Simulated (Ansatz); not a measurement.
How much do the gradients of TlPt depend on the method?

Cell: an entry of the Crystallography Open Database (COD), whose atoms a relaxation with PBE at fixed cell left in place.

Space group P6/mmm (No. 191); a = 5.6050, c = 4.6390 Å, γ = 120.00°.

| site | Wyckoff | site symmetry | x | y | z |
| --- | --- | --- | --- | --- | --- |
| Tl | 3f | mmm | 0.5000 | 0.0000 | 0.0000 |
| Pt4 | 1a | 6/mmm | 0.0000 | 0.0000 | 0.0000 |
| Pt5 | 2d | -6m2 | 0.3333 | 0.6667 | 0.5000 |

One atom of each set is listed.

First run. Computed with Ansatz: DFT, PBE, plane waves and PAW, scalar-relativistic, 420 eV cutoff, Γ-centred 7×7×7 k-points, Fermi–Dirac smearing 0.05 eV.

| site | V_zz (10²¹ V/m²) | η |
| --- | --- | --- |
| Tl | 11.84 | 0.26 |
| Pt4 | -9.82 | 0.00 |
| Pt5 | 4.99 | 0.00 |

Second run. The same atoms and settings, except that the functional is r2SCAN and the cutoff is 500 eV.

Question: Given the first result, estimate the second.

Answer: 

```json
{"site": "Tl", "V_zz": "12.27", "η": "0.13", "change of V_zz": "+0.43"}
{"site": "Pt4", "V_zz": "-7.44", "η": "0.00", "change of V_zz": "+2.38"}
{"site": "Pt5", "V_zz": "4.03", "η": "0.00", "change of V_zz": "-0.96"}
```

The largest change of V_zz is on Pt4, from -9.82 to -7.44. In per cent, |V_zz| changes by +4 on Tl, -24 to -19 on Pt (all sites that start above 2).

With no gap above 0.1 eV, as in a metal, the gradients converge slowly in k; expect changes of a tenth or more on a denser mesh. Spin–orbit coupling is left out, which shifts gradients on Pt and Tl by a few per cent in wide-gap crystals, and can shift them far more where the calculated gap is small or absent, as here.
For the first run: At this cell the PBE pressure is 13 GPa, so with PBE the cell would grow if it were relaxed. The entry's cell may itself be off.
For the second run: At this cell the r2SCAN pressure is 10 GPa (principal stresses up to 15 GPa in size), so with r2SCAN the cell would grow if it were relaxed. The entry's cell may itself be off. With these PAW files V_zz is typically within 2 to 3 % of all-electron values, but misses above 10 % occur on Pt.
